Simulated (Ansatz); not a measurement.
**Question.** Write an Ansatz input for a single-point calculation of YbC with PBE (scalar-relativistic), a cutoff of 420 eV (density cutoff 4 times that), a Γ-centred 6×6×6 mesh and Gaussian smearing of 0.05 eV, with collinear spin, starting moments 1.00, 0.00 μB on the atoms in order. Forces, stress and eigenvalues are wanted, and also Löwdin populations. The structure:
```
Yb C
1.0
     2.9381447575    0.0000000000    0.0000000000
     0.0000000000    2.9381447575    0.0000000000
     0.0000000000    0.0000000000    2.9381447575
Yb C
1 1
Direct
  0.0000000000 0.0000000000 0.0000000000
  0.5000000000 0.5000000000 0.5000000000
```

**Answer.** 
```yaml
crystal:
  lattice:
    - [2.9381447575, 0.0, 0.0]
    - [0.0, 2.9381447575, 0.0]
    - [0.0, 0.0, 2.9381447575]
  atoms:
    - { symbol: Yb, position: [0.0, 0.0, 0.0], spin: 1.0 }
    - { symbol: C, position: [0.5, 0.5, 0.5] }
basis:
  ecutwfc: 420
  ecutrho_ratio: 4
kpoints:
  mp_grid: { grid: [6, 6, 6] }
hamiltonian:
  xc: pbe
scf:
  occupations: { method: gaussian, width: 0.05 }
output:
  forces: true
  stress: true
  eigenvalues: true
  populations: true
magnetization:
  spin_polarized: true
```

Launched as:
```sh
ansatz run input.yaml --threads 2 --pin off --max-ram 2662MiB --backend cpu --events-out ev --progress --plain --runs-dir out
```

Run as written, it has 28 valence electrons, 485 plane waves at Γ, 48 symmetry operations and 20 irreducible k-points; it took 14 SCF iterations in all. Cost: 3.8 s on 2 threads of Arm Neoverse V1 (shared host), peak memory 0.32 GiB.

The structure was built from a prototype; whether the compound forms in it isn't claimed.
